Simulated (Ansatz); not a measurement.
Here is the system:

AlRu:
```cif
data_AlRu
_chemical_formula_sum 'Ru1 Al1'
_space_group_name_H-M_alt 'P 1'
_space_group_IT_number 1
_cell_length_a 3.48592
_cell_length_b 3.48592
_cell_length_c 3.48592
_cell_angle_alpha 60.000
_cell_angle_beta 60.000
_cell_angle_gamma 60.000
loop_
_space_group_symop_operation_xyz
  'x, y, z'
loop_
_atom_site_label
_atom_site_type_symbol
_atom_site_fract_x
_atom_site_fract_y
_atom_site_fract_z
_atom_site_occupancy
Ru1 Ru 0.00000 0.00000 0.00000 1
Al1 Al 0.50000 0.50000 0.50000 1
```

This is the PBEsol-relaxed structure.

Problem. All from PBEsol in the plane-wave PAW code Ansatz, unless another level is named. Give the highest zone-centre frequency.

Solution. 41.5 meV.

Problem. Predict the bulk modulus (Birch–Murnaghan fit).

Solution. 156 GPa.

Space group Fm-3m (rock salt). The start of the workflow was typed in or built on a structure type; neither database checked (COD, Materials Project) lists it. COD files the formula under space group No. 221. Its standing as an ambient phase is unchecked. The PBEsol relaxation kept the symmetry of its start. At this level the phase is mechanically unstable. No spin polarisation was allowed. Its formation energy is positive at this level, so the cell may be metastable or incomplete.

Potentials: the earlier of the program's two PAW sets. The files were generated under PBE; for other functionals the program regenerates the frozen cores, and for LDA and PBEsol the local potential too.
